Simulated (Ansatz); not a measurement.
Given:

BAs:
```xyz
2
Lattice="0.0000 2.3919 2.3919 2.3919 0.0000 2.3919 2.3919 2.3919 0.0000" Properties=species:S:1:pos:R:3 pbc="T T T"
As     3.5879     3.5879     3.5879
B      0.0000     0.0000     0.0000
```

This is the r²SCAN-relaxed structure. x, y and z are the axes in which the lattice vectors are written.

Task: All from DFT-r²SCAN in the program Ansatz with PAW potentials, unless another level is named. Give the piezoelectric stress constants (proper, relaxed ions, C/m²).

Result: e14 = e25 = e36 = 0.19.

Task: What about the vibrational entropy at 300 K?

Result: 15.5 J/(K·mol of atoms).

Task: Give the Debye temperature from the elastic constants.

Result: 701 K.

Task: Next, the elastic constants (relaxed ions, GPa)?

Result: C11 = 289, C12 = 66.6, C44 = 157.

Space group F-43m (zinc blende). The r²SCAN relaxation kept the symmetry of its start; phonons on a q-mesh show no instability.

Potentials: the later of the program's two PAW sets.
